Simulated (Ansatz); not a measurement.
A geometry of HfN away from equilibrium: step 3 of the relaxation of a relaxed HfN cell, doubled along one cell vector, shaken by Gaussian noise of σ = 0.08 Å a coordinate. Calculation: r2SCAN (plane waves to 500 eV, PAW, scalar-relativistic; Ansatz, a program for electronic structure). Γ-centred k-mesh 3×6×6 on the run's cell (coarser than for final values), Fermi–Dirac smearing 0.05 eV. The plane waves were selected for a different cell earlier on the path.

```xyz
8
Lattice="4.0775 -9.3796 0.1114 2.0127 4.6788 -0.0533 0.0022 -0.0424 3.7365" Properties=species:S:1:pos:R:3 pbc="T T T"
Hf     2.0699    -3.2211     0.9575
Hf     4.1047    -7.8355     0.9897
Hf     2.0296     3.0740     2.7557
Hf     4.0364    -1.6467     2.8844
N      2.0639     2.1138     0.9175
N      4.0501    -2.5770     0.9830
N      2.0496    -2.2081     2.8759
N      4.1097    -6.9540     2.9178
```

Task: What forces act on the atoms (eV/Å)?

Result: 
```csv
atom,Fx,Fy,Fz
Hf1,-0.59,0.58,0.01
Hf2,-0.12,-0.16,0.57
Hf3,0.53,-0.33,0.60
Hf4,0.44,-0.08,-0.16
N5,-0.26,0.11,-0.21
N6,0.54,0.09,0.08
N7,-0.13,-0.40,-0.31
N8,-0.41,0.19,-0.59
```

The path ends in I4/mmm (No. 139). No spin polarisation in the result.

The end of the path is a generated cell of HfN: the first start was made by placing the elements on the sites of a structure type, and the end was not matched to a known phase here, so it may be hypothetical. Known forms of HfN include space group No. 225.
